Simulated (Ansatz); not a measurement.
Input:

PbS:
```xyz
2
Lattice="0.0000 2.9758 2.9758 2.9758 0.0000 2.9758 2.9758 2.9758 0.0000" Properties=species:S:1:pos:R:3 pbc="T T T"
Pb     2.9758     2.9758     2.9758
S      0.0000     0.0000     0.0000
```

This is the r²SCAN+D4-relaxed structure.

**Question.** All from plane-wave PAW r²SCAN+D4 (Ansatz code), unless another level is named. Predict the Young's modulus.

**Answer.** 83.4 GPa.

**Question.** Next, the elastic constants (relaxed ions, GPa)?

**Answer.** C11 = 144, C12 = 17.1, C44 = 20.5.

Space group Fm-3m (rock salt). Symmetry was held in the r²SCAN+D4 relaxation. Scalar-relativistic: spin–orbit coupling is off unless named, which matters more the heavier the elements.

Potentials: the earlier of the program's two PAW sets.
